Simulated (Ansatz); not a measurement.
A crystal relaxed with r2SCAN in Ansatz has space group Cm (No. 8) and a = 12.905 Å, b = 3.885 Å, c = 6.546 Å, β = 115.1°.

```tsv
atom	site	x	y	z
Ga	2a	0.5179	0.5000	0.6740
Xx	2a	0.7080	0.0000	0.0147
N	2a	0.6855	0.5000	0.7974
N	2a	0.9186	0.0000	0.3555
Xx	2a	0.9823	0.5000	0.2064
Xx	2a	0.7772	0.5000	0.5415
N	2a	0.6724	0.0000	0.3471
N	2a	0.9881	0.5000	0.8134
```

The r2SCAN gap is indirect, 0.71 eV (k = (0.229, -0.234, -1/2) to Γ), below the direct gap of 1.51 eV at Γ. With HSE06 the valence top lies at k = (0.229, -0.234, -1/2) and the conduction bottom at Γ, 1.35 eV higher; the smallest vertical gap, at Γ, is 2.13 eV. With PBE the valence top lies at D₂–A (0.10 of the way from D₂) and the conduction bottom at Γ, 0.47 eV higher; the smallest vertical gap, at Γ, is 1.23 eV. Meshes: r2SCAN 8×8×4, HSE06 4×4×4, PBE 8×8×4. r2SCAN's ε∞ is a tensor with principal values 7.0, 7.9, 8.0.

**Question.** Which element is Xx?
A. Sc
B. Lu
C. Y
D. La

**Answer.** D. Xx is La: La₃GaN₄, ordered on the wurtzite lattice (Cm) with 8 atoms a cell (it has left that coordination). Ga has 4 N at 1.93–2.25 Å; La has 5 N at 2.35–2.69 Å; N has 1 Ga at 1.96 Å and 3 La at 2.35–2.43 Å; N has 1 Ga at 1.93 Å and 3 La at 2.47–2.69 Å; La has 4 N at 2.23–2.61 Å; La has 4 N at 2.40–2.54 Å; N has 4 La at 2.23–2.41 Å; N has 2 Ga at 2.25 Å and 3 La at 2.54–2.61 Å.

(Calculated; spin-unpolarised; the phase may be known or hypothetical.)

The runs are scalar-relativistic, without spin-orbit coupling.

Where an edge lies off the special points, it is a point of the mesh or the k point where a search put PBE's edge or least direct gap, reused for the other functionals, whose own edges may lie a little apart; PBE's own value is read along its path and can be a few hundredths of an eV high.

Coordinates of k points refer to the reciprocal vectors of the primitive cell of the runs.

The meshes of the hybrids are coarse, so their gaps aren't converged to the digits shown.

For a response run the program warns that the ground state's bands aren't all converged, so ε∞ carries an extra error.
